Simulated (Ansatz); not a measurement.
An acoustic mirror alternates quarter-wave layers of high and low impedance; the larger the ratio, the fewer layers.

The yardstick is α-quartz SiO2. Each row is paired with the reference. Frequency 5 GHz, 3 pairs, polycrystalline averages.

Levels of theory (Ansatz, a plane-wave PAW program): density: r²SCAN, relaxed cell; longitudinal speed: r²SCAN, elastic tensor, Hill average.

Runs started from generated or typed cells of the structure named: fcc Ir; fcc Pt; hcp Zr; fcc Pb; fcc Ag. Spin–orbit coupling is left out unless named.

The figures follow from the printed values by these rules: Z = ρ v_l; layer = v_l/4f; ratio = larger Z over smaller Z; isolation ≈ 20 × 3 × log₁₀(ratio), up to a constant set by the substrate.

```tsv
crystal	density (g/cm³)	v_l (km/s)	impedance (MRayl)	quarter wave (nm)	impedance ratio	isolation (dB)
fcc Ir	22.47	5.57	125.16	279	7.813	54
fcc Pt	21.18	4.08	?	?	?	?
hcp Zr	6.44	4.73	30.46	237	1.901	17
fcc Pb	11.04	2.28	25.17	114	1.571	12
fcc Ag	10.36	3.67	?	?	?	?
α-quartz SiO2, reference	2.64	6.07	16.02	304	1.000	0
```

Complete the blanks.


- fcc Pt: Z = 21.18 × 4.08 = 86.41 MRayl; quarter wave: 4.08 km/s/(4 × 5 GHz) = 204 nm; impedance ratio: larger of 86.41/16.02 and its inverse = 5.394; isolation: 20 × 3 × log₁₀(5.394) = 44 dB.
- fcc Ag: Z = 10.36 × 3.67 = 38.02 MRayl; quarter wave: 3.67 km/s/(4 × 5 GHz) = 184 nm; impedance ratio: larger of 38.02/16.02 and its inverse = 2.373; isolation: 20 × 3 × log₁₀(2.373) = 23 dB.

By impedance ratio (highest first): fcc Ir (7.813 ± 0.25), fcc Pt (5.394 ± 0.17), fcc Ag (2.373 ± 0.075), hcp Zr (1.901 ± 0.060), fcc Pb (1.571 ± 0.050). The ± follows from allowances picked for this note (density 1 %, longitudinal speed 3 %), carried to first order and added in quadrature, each row's own inputs moving alone; ≈ joins neighbours closer than their two ± added in quadrature.

Sputtered films are textured or amorphous and softer than these crystals; shear waves need a mirror of their own. Where several phases of a formula are at hand, those over 0.1 eV/atom above the lowest were not drawn (by r²SCAN where it compared them, else by the largest value; a layered or molecular lowest phase counts only with a dispersion term); other phases could lie lower still. Rows are a sample by related chemistry or structure, familiar materials first, kept where one row at least reaches a ratio of 2.5. Limits of the draw: impedance over 8 MRayl; for moduli and speeds, an anisotropy index under 2.5, no layered crystals; no unfamiliar magnets, and cubic perovskites only if shown or known to be stable. As a rule kept out of such tables: 4f compounds, open-shell compounds run without a Hubbard term, cells found unstable in the tests at hand, cells close to a higher symmetry, and runs set to a pressure or over 12 % in volume from the crystal's fullest run.
